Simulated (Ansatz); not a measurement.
MgO (rock salt, space group No. 225), PBE in the plane-wave PAW code Ansatz. The conduction-band minimum lies at Γ, with 1 equivalent valley. Second derivatives d²E/dk² of the lowest band at one valley (eV·Å²), along Cartesian directions:

| direction | d²E/dk² |
|---|---|
| [100] | 22.66 |
| [010] | 22.66 |
| [001] | 22.66 |
| [110] | 22.66 |
| [101] | 22.66 |
| [011] | 22.66 |

Question: Find the principal effective masses, the density-of-states mass and the conductivity mass.

Answer: Off-diagonal terms follow from H_xy = H[110] − (H_xx + H_yy)/2, and m*/mₑ = 7.620 eV·Å² over each eigenvalue: 0.34, 0.34, 0.34. One valley's DOS mass (m₁m₂m₃)^(1/3) = 0.34, conductivity mass 3/(Σ 1/mᵢ) = 0.34 mₑ.

Question: What effective density of states Nc follows at 300 K for parabolic valleys?

Answer: Nc = 2.509e19 × 1 × (0.34)^(3/2) ≈ 5.0e18 cm⁻³.

Question: With the computed static dielectric constant 11.2 (mean of the diagonal), estimate a hydrogenic donor's binding energy and radius.

Answer: E = 13.606 eV × 0.34/11.2² ≈ 37 meV; a = 0.529 Å × ε/m* ≈ 17 Å. Semilocal masses tend to be too small where the gap is.

Question: With ε∞ = 3.24 and ω_LO = 678 cm⁻¹, what Fröhlich coupling constant follows?

Answer: α = (1/ε∞ − 1/ε0) √(m* × 13.606 eV/ħω_LO) = 1.6.

Space group Fm-3m (rock salt). Symmetry was held in the PBE relaxation; phonons on a q-mesh show no instability. The volume moved by -31 % from the start of the relaxation.

Potentials: the later of the program's two PAW sets.
